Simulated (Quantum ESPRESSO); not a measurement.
## AlGa2InP4 (a curve over one atom's position)

Computed values, not a measurement. The program is pw.x of Quantum ESPRESSO 7.5 (plane-wave density functional theory). The cell is made up: 8 atoms on a zincblende/diamond lattice, with randomly drawn elements, strain and displacements, not relaxed. PseudoDojo standard norm-conserving files (v0.5 for PBE, v0.4.1 for LDA and PBEsol) set the functional; there is no spin polarisation, spin-orbit coupling or dispersion term, and the masses in the input are unused placeholders.

Seven runs move atom 8 (P, counted in the order of the input) along y and keep all else fixed.

Input of the run at -0.0097:

```
&control calculation='scf', pseudo_dir='./dojo.nc.sr.pbe.v0_5.standard.upf', outdir='./o', disk_io='medium', tprnfor=.true., tstress=.true. /
&system ibrav=0, nat=8, ntyp=4, nbnd=37, ecutwfc=79.96652505, nosym=.true., tot_charge=0,
 occupations='smearing', smearing='fd', degauss=0.0018374661
/
&electrons conv_thr=7.350e-09, electron_maxstep=60, /
ATOMIC_SPECIES
Al 1.0 Al.upf
Ga 1.0 Ga.upf
In 1.0 In.upf
P 1.0 P.upf
CELL_PARAMETERS angstrom
5.6149 0.0253 -0.0021
0.0253 5.5544 -0.034
-0.0021 -0.034 5.68
ATOMIC_POSITIONS angstrom
Al 0.047 0.0295 -0.0651
Ga 0.0147 2.7136 2.7829
In 2.7958 -0.0392 2.7639
Ga 2.8422 2.7537 -0.0513
P 1.3808 1.3019 1.4285
P 1.4447 4.1239 4.1928
P 4.2017 1.4271 4.171
P 4.1587 4.1304 1.357
K_POINTS automatic
4 4 4 1 1 1
```

```
shift of atom 8 along y (Å)  free energy less that of the input shown (eV)  Fx on atom 8 (eV/Å)  Fy on atom 8 (eV/Å)  Fz on atom 8 (eV/Å)  pressure (GPa)  iterations
                    -0.1066                                        -0.0250                1.869                0.277               -0.929            1.49          10
                    -0.0461                                        -0.0216                2.015               -0.391               -1.207            1.53          10
                    -0.0097                                         0.0000                2.116               -0.795               -1.381            1.58          10
                    +0.0136                                         0.0215                2.185               -1.053               -1.496            1.63          10
                    +0.0781                                         0.1123                2.399               -1.761               -1.826            1.80          10
                    +0.1314                                         0.2215                2.599               -2.336               -2.114            2.00          10
                    +0.1466                                         0.2583                2.660               -2.497               -2.199            2.07          10
```

A cubic fit gives dFy/dy = -11.08 eV/Å² at zero shift. Across the table the free energy follows the integral of the force to within 0.1 meV. A rerun of one of the cells at 1377 eV and a 6 x 6 x 6 mesh moved values by no more than 0.008 eV in energy, 0.02 GPa in stress and 0.002 eV/Å in force.